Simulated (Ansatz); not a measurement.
A distorted cell of Os (hcp, Mg type):

```yaml
crystal:
  lattice:
    - [5.47669, 0.00000, 0.00000]
    - [-1.36917, 2.37148, 0.00000]
    - [0.00000, 0.00000, 4.31593]
  atoms:
    - { symbol: Os, position: [0.24648, 0.78353, 0.81421] }
    - { symbol: Os, position: [0.66667, 0.66667, 0.75000] }
    - { symbol: Os, position: [0.33333, 0.33333, 0.25000] }
    - { symbol: Os, position: [0.83333, 0.33333, 0.25000] }
```

Calculation: r2SCAN (plane waves to 500 eV, PAW, scalar-relativistic; Ansatz, a first-principles code). k mesh 8×16×9 (Γ-centred), Fermi-Dirac smearing 0.05 eV. E stands for the smeared free energy. Stress and pressure are positive under compression. With partly filled bands, energies and forces of such displacements shift with the k mesh and the smearing. Os is run without spin polarisation. Os was relaxed with its symmetry unable to fall. Spin-orbit coupling is left out, though Os is heavy.

Problem. Predict the force on every atom, in eV/Å.

Solution. 
```tsv
atom	Fx	Fy	Fz
Os1	-5.513	-5.692	-6.473
Os2	3.181	2.884	-0.060
Os3	0.733	1.764	5.443
Os4	1.599	1.045	1.089
```

Problem. What is the stress tensor (GPa)?

Solution. 
```
   13.9      2.6      2.7
    2.6     27.6      8.4
    2.7      8.4     32.6
```
The pressure, a third of the trace, is 24.7 GPa.

Problem. In it atom 1 sits (0.277, 0.277, 0.277) Å away from its relaxed site. What is its energy relative to the relaxed cell?

Solution. 2155 meV/cell.

(For displaced atoms, the force is minus the slope of the energy, and its curvature is a force constant, which sets phonon frequencies.)
